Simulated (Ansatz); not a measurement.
**V: from a starting cell to a relaxed one**

The start is a generated cell, V placed in the bcc structure type. Cell shape, volume and atoms are optimised at zero target pressure with r2SCAN (plane waves to 500 eV, PAW, scalar-relativistic; Ansatz, a first-principles code). The first steps use a coarse 15×15×15 k-mesh.

Initial structure:
```yaml
crystal:
  lattice:
    - [-1.51000, 1.51000, 1.51000]
    - [1.51000, -1.51000, 1.51000]
    - [1.51000, 1.51000, -1.51000]
  atoms:
    - { symbol: V, position: [0.00000, 0.00000, 0.00000] }
```
Spin-polarised start, with parallel moments on V.

- Initial pressure: -6.5 GPa (negative: the cell is under tension)
- Outcome: The space group stays Im-3m (No. 229) (the run could not lower it); the end is bcc (W type), with 1 atom in the primitive cell
- Energy released: 0.01 eV/atom
- Shortest distances (start → end): The closest pairs of elements (up to four, under 3.6 Å), start → end: V–V 2.62 → 2.58 Å
- Band gap at the end: zero (metallic)
- Moments at the end: zero (the starting moments vanished)
- Optimiser moves: 4

It ends as:

Space group Im-3m (No. 229); a = 2.985 Å, b = 2.985 Å, c = 2.985 Å, α = 90.00°, β = 90.00°, γ = 90.00°

```csv
atom,site,symmetry,x,y,z
V,2a,m-3m,0.0000,0.0000,0.0000
```
(The calculation used a cell of 1 atom; values per cell refer to that cell.)

Final values are on a 22×22×22 k-mesh of the relaxed cell. No spin polarisation in the result: the starting moments vanished.

The run could not lose the symmetry of its start.
